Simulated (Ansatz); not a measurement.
Crystals of one structure type (wurtzite) and one family of elements, relaxed and computed with plane-wave PAW HSE06 (Ansatz code).

```json
[
 {"crystal": "MgO", "V (Å³/atom)": "11.79", "gap (eV)": "5.17"},
 {"crystal": "BeS", "V (Å³/atom)": "14.31", "gap (eV)": "4.62"},
 {"crystal": "BeSe", "V (Å³/atom)": "17.06", "gap (eV)": "4.10"},
 {"crystal": "BeTe", "V (Å³/atom)": "22.32", "gap (eV)": "2.89"},
 {"crystal": "MgS", "V (Å³/atom)": "22.69", "gap (eV)": "?"}
]
```

**Question.** Fit a straight line to E_g against V and predict the withheld value.

**Answer.** Least squares on the 4 shown rows: E_g = -0.216 × V + (7.731), with a scatter of 0.03. For MgS this gives 2.83. The run itself gave 4.53, outside the scatter: the line misses something about this case.

Constructed cells (a structure type filled with these elements, in neither database checked): BeS, wurtzite; BeSe, wurtzite. Not the usual ambient phase: MgO, wurtzite. Standing as an ambient phase not checked: BeTe, wurtzite; MgS, wurtzite. All cells were relaxed under the symmetry of their starts (and spin orders); stability against distortions was not tested throughout. Spin–orbit coupling is left out wherever it is not named.

Potentials: the later of the program's two PAW sets.
